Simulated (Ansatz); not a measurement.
The start is a generated cell, Te2Mo placed in the pyrite structure type. The structure is fully relaxed (lattice and positions, P = 0) with r2SCAN (plane waves to 500 eV, PAW, scalar-relativistic; Ansatz, a program for electronic structure). The first steps use a coarse 3×3×3 k-mesh.

Input geometry:
```
Te2Mo
1.0
    7.41758     0.00000     0.00000
    0.00000     7.41758     0.00000
    0.00000     0.00000     7.41758
Mo Te
4 8
Direct
  0.00000   0.00000   0.00000
  0.50000   0.50000   0.00000
  0.00000   0.50000   0.50000
  0.50000   0.00000   0.50000
  0.38510   0.38510   0.38510
  0.88510   0.11490   0.61490
  0.61490   0.88510   0.11490
  0.11490   0.61490   0.88510
  0.61490   0.61490   0.61490
  0.11490   0.88510   0.38510
  0.38510   0.11490   0.88510
  0.88510   0.38510   0.11490
```

| Property | Result |
|---|---|
| Initial pressure | -13 GPa (negative: the cell is under tension) |
| Largest initial force | about 0.7 eV/Å, on Te5, Te6, Te7, Te8, Te9, Te10, Te11, Te12 (atoms numbered as listed) |
| Outcome | The space group stays Pa-3 (No. 205) (the run could not lower it), with 12 atoms in the primitive cell |
| Energy released | 0.62 eV/atom |
| Volume change | -27.1 %, from 34.01 to 24.80 Å³/atom |
| Shortest distances (start → end) | The closest pairs of elements (up to four, under 3.6 Å), start → end: Mo–Te 3.10 → 2.75 Å; Te–Te 2.95 → 3.11 Å |
| Band gap at the end | zero (metallic) |
| Optimiser moves | 6 |

The end point of the relaxation:

```cif
data_Mo4Te8
_chemical_formula_sum 'Mo4 Te8'
_space_group_name_H-M_alt 'Pa-3'
_space_group_IT_number 205
_space_group_name_Hall '-P 2ac 2ab 3'
_cell_length_a 6.67638
_cell_length_b 6.67638
_cell_length_c 6.67638
_cell_angle_alpha 90.000
_cell_angle_beta 90.000
_cell_angle_gamma 90.000
loop_
_atom_site_label
_atom_site_type_symbol
_atom_site_symmetry_multiplicity
_atom_site_Wyckoff_symbol
_atom_site_fract_x
_atom_site_fract_y
_atom_site_fract_z
_atom_site_occupancy
Mo1 Mo 4 a 0.00000 0.00000 0.00000 1
Te1 Te 8 c 0.36547 0.36547 0.36547 1
```

Final values are on a 6×6×6 k-mesh of the relaxed cell. No spin polarisation in the result. A magnetic state may lie lower.

The run could not lose the symmetry of its start, so the end can be a saddle point.

The relaxed structure here is a generated cell of Te2Mo: the first start was made by placing the elements on the sites of a structure type, and the end was not matched to a known phase here, so it may be hypothetical. Known forms of Te2Mo include space group No. 194.
